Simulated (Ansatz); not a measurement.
## Relaxing a structure of WSe₂

The start is a generated trial cell of WSe2 in the AFLOW prototype A2B_tI12_141_e_a (C5, as in TiO2). The structure is fully relaxed (lattice and positions, P = 0) with PBE (plane waves to 420 eV, PAW, scalar-relativistic; Ansatz, a program for electronic structure). First-step values are on the input's coarse k-mesh.

Ansatz input (later rounds restart from its end on a renewed k-mesh):
Ansatz 0.2 input:
```yaml
crystal:
  lattice:
    - [-2.3618761, 2.3618761, 5.9368269]
    - [2.3618761, -2.3618761, 5.9368269]
    - [2.3618761, 2.3618761, -5.9368269]
  atoms:
    - { symbol: Se, position: [0.33306, 0.33306, 0] }
    - { symbol: Se, position: [0.41694, 0.91694, 0.5] }
    - { symbol: Se, position: [0.66694, 0.66694, 0] }
    - { symbol: Se, position: [0.08306, 0.58306, 0.5] }
    - { symbol: W, position: [0.75, 0.25, 0.5] }
    - { symbol: W, position: [0, 0, 0] }
basis: { ecutwfc: 420, ecutrho_ratio: 4, xc_grid: 2, fft_grid_basis: typed }
kpoints: { mp_grid: { grid: [7, 7, 7] } }
hamiltonian:
  xc: pbe
  dispersion: none
  pseudopotentials: { kind: paw }
scf: { occupations: { method: fermi_dirac, width: 0.05 } }
relax: { f_tol: 0.01, max_steps: 100, cell: { stress_tol: 0.02 } }
output: { forces: true, stress: true }
```

Problem. What pressure does the first self-consistent step give?

Solution. -4 GPa (negative: the cell is under tension).

Problem. By how much does the energy per atom fall from start to end?

Solution. 0.69 eV/atom.

Problem. How do the shortest distances between atoms change?

Solution. The closest pairs of elements (up to four, under 3.6 Å), start → end: Se–W 2.56 → 2.53 Å; Se–Se 2.56 → 3.23 Å; W–W 3.79 → 3.48 Å.

Problem. What band gap does the relaxed structure have at this level?

Solution. Zero (metallic).

Problem. What does it relax into? Give the structure.

Solution. 
Space group I4₁/amd, origin choice 1 (No. 141); a = 5.0453 Å, b = 5.0453 Å, c = 9.5697 Å, α = 90.00°, β = 90.00°, γ = 90.00°

| atom | site | symmetry | x | y | z |
|---|---|---|---|---|---|
| Se | 8e | 2mm. | 0.0000 | 0.0000 | 0.2700 |
| W | 4a | -4m2 | 0.0000 | 0.0000 | 0.0000 |
(The calculation used a cell of 6 atoms; values per cell refer to that cell.)

The space group stays I4₁/amd (No. 141) (the run could not lower it); the end is anatase type, with 6 atoms in the primitive cell. Final values are on a 13×13×13 k-mesh of the relaxed cell. No spin polarisation in the result.

The run could not lose the symmetry of its start, so the end can be a saddle point.

The relaxed structure here is a generated cell of WSe2: the first start was made by placing the elements on the sites of a structure type, and the end was not matched to a known phase here, so it may be hypothetical. Known forms of WSe2 include space group No. 194.
